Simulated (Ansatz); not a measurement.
**ZnSe (F-43m): elastic constants by finite strains**

Computed with r²SCAN, PAW on Ansatz 0.2.0's default frozen-core files (fitted under PBE), scalar-relativistic; not a measurement.

Cell and atoms were relaxed beforehand by PAW with this functional.

Command line:

```sh
ansatz run input.yaml --threads 1 --pin off --max-ram 2560MiB --backend cpu --events-out ev --progress --plain --runs-dir out
```

Input file:

```yaml
crystal:
  lattice:
    - [0.0, 2.83293031896, 2.83293031896]
    - [2.83293031896, 0.0, 2.83293031896]
    - [2.83293031896, 2.83293031896, 0.0]
  atoms:
    - { symbol: Zn, position: [0.0, 0.0, 0.0] }
    - { symbol: Se, position: [0.75, 0.75, 0.75] }
kpoints:
  mp_grid: { grid: [8, 8, 8] }
scf:
  occupations: { method: fixed }
hamiltonian:
  xc: r2scan
  pseudopotentials: { kind: paw }
elastic:
  mode: relaxed_ion
  stencil: four_point
  amplitude: 0.008
```

The program printed:

```
Warning: RAYON_NUM_THREADS=1 ignored (pool sized by the plan → 1); use --threads N
Engine: ansatz 0.2.0, aarch64-unknown-linux-gnu
Pseudopotentials: kind: paw
Pseudopotential: Zn, paw, valence charge 12, recommended cutoff 500 eV (meta_gga), Zn.paw.azcp
Pseudopotential: Se, paw, valence charge 16, recommended cutoff 500 eV (meta_gga), Se.paw.azcp
Functional definition: r2SCAN
  parameter k0 = 0.174
  parameter k1 = 0.065
  parameter a1 = 4.9479
  exchange = r2scan_x(k0 = k0, k1 = k1, a1 = a1)
  correlation = r2scan_c
Crystal: 2 atoms, lattice volume = 45.471 Å³
Basis set: ecut = 500 eV, 1139 PW (Γ), exchange–correlation on 120×120×120 points (64 copies of the dense FFT grid, shifted against one another)
Bands: 18, of which v1, the nominal top of the filled ones, is band 14 counted from 1 (13 counted from 0)
Symmetry: 24 space group operations
Space group: F-43m (ITA 216), of the structure as read, at distance tolerance 3.6e-5 Å
k-points: 29 of 512 (time reversal used)
Non-local potential: Zn, projectors of the file, l = 0: 2, l = 1: 2, l = 2: 3, l = 3: 1
Non-local potential: Se, projectors of the file, l = 0: 2, l = 1: 2, l = 2: 3, l = 3: 1
[... 190 lines left out ...]
  moduli (Voigt/Reuss/Hill, GPa): K = 65.24/65.24/65.24   G = 32.34/27.86/30.10   E = 78.26   ν = 0.300
  mechanically stable: yes (min eigenvalue of sym C = 37.35 GPa)
  strain η (Voigt 11):  stress-route row diagonal C_11 = 90.14 GPa, energy-path curvature d²(F+E_count+ΔE)/dδ²/Ω₀ = 90.16 GPa
    cells at ±δ against ±2δ: C31 52.81 and 52.87 GPa, apart by 0.07 % of the column's largest entry
         δ    σ_11 (GPa)             F (eV)   n_scf  n_hpsi   n_pw
    -1.600e-2      -1.4535       -8805.4953683      10   23655   1162   relax 0 steps, max|allowed force component| 1.08e-16 eV/Å
    -8.000e-3      -0.7123       -8805.4978250       6   18309   1162   relax 0 steps, max|allowed force component| 4.16e-17 eV/Å
     8.000e-3       0.7300       -8805.4977687       6   19452   1195   relax 0 steps, max|allowed force component| 6.94e-17 eV/Å
     1.600e-2       1.4311       -8805.4953090       9   21080   1195   relax 0 steps, max|allowed force component| 1.21e-16 eV/Å
  strain η (Voigt 23):  stress-route row diagonal C_44 = 41.45 GPa, energy-path curvature d²(F+E_count+ΔE)/dδ²/Ω₀ = 41.46 GPa
    cells at ±δ against ±2δ: C44 41.45 and 41.46 GPa, apart by 0.02 % of the column's largest entry
         δ    σ_23 (GPa)             F (eV)   n_scf  n_hpsi   n_pw
    -1.600e-2      -0.6634       -8805.4971091       2   14935   1178   relax 3 steps, max|allowed force component| 2.91e-5 eV/Å
    -8.000e-3      -0.3316       -8805.4982392       2   14880   1172   relax 2 steps, max|allowed force component| 2.49e-5 eV/Å
     8.000e-3       0.3316       -8805.4982392       2   14886   1172   relax 2 steps, max|allowed force component| 3.21e-9 eV/Å
     1.600e-2       0.6634       -8805.4971091       2   14866   1178   relax 3 steps, max|allowed force component| 1.06e-7 eV/Å
```

The run converged.

Strained cells:

Elastic constants of a crystal by Kohn-Sham DFT: slopes of the stress over finite engineering strains of the given cell, Voigt indices, Cartesian axes as in the input; stress of each strained cell less that at rest, tension positive.

| strain component | strain | stress xx (GPa) | stress yy (GPa) | stress zz (GPa) | stress yz (GPa) | stress xz (GPa) | stress xy (GPa) | relaxation steps |
| --- | --- | --- | --- | --- | --- | --- | --- | --- |
| xx | -0.016 | -1.469 | -0.8928 | -0.8928 | 0 | 0 | 0 | 0 |
| xx | -0.008 | -0.7278 | -0.4342 | -0.4342 | 0 | 0 | 0 | 0 |
| xx | 0.008 | 0.7145 | 0.4108 | 0.4108 | 0 | 0 | 0 | 0 |
| xx | 0.016 | 1.416 | 0.799 | 0.799 | 0 | 0 | 0 | 0 |
| yz | -0.016 | 0.0021 | -0.0059 | -0.0059 | -0.6634 | 0 | 0 | 3 |
| yz | -0.008 | 0.0005 | -0.0014 | -0.0014 | -0.3316 | 0 | 0 | 2 |
| yz | 0.008 | 0.0005 | -0.0014 | -0.0014 | 0.3316 | 0 | 0 | 2 |
| yz | 0.016 | 0.0021 | -0.0059 | -0.0059 | 0.6634 | 0 | 0 | 3 |

Elastic moduli:

Hill averages of a grain aggregate, Debye temperature from the mean sound speed over directions.

- Bulk modulus: 65.24 GPa
- Shear modulus: 30.1 GPa
- Young modulus: 78.26 GPa
- Poisson ratio: 0.3001
- Bulk over shear modulus: 2.167
- Elastic anisotropy index: 0.8038
- Least young modulus: 51.15 GPa
- Largest young modulus: 102.6 GPa
- Longitudinal sound speed: 4471 m/s
- Transverse sound speed: 2390 m/s
- Elastic debye temperature: 277.5 K
- Linear compressibility (x, y, z): 5.109, 5.109, 5.109 1/TPa
- Zener ratio: 2.219
- Cauchy pressure: 11.34 GPa

### Elastic constants

| Item | Value |
| --- | --- |
| Pressure at rest | -0.016 GPa |
| Least elastic eigenvalue | 37.35 GPa |
| Elastically stable | yes |

```tsv
index	elastic (GPa)
11	90.14
12	52.79
44	41.45
```

Keep in mind: frozen-core PAW files fitted under PBE, their cores solved anew for the functional of the run; constants at zero field, no piezoelectric stiffening.

Cost: 4 min on 1 thread of Arm Neoverse V1 (shared host), peak memory 0.56 GiB.
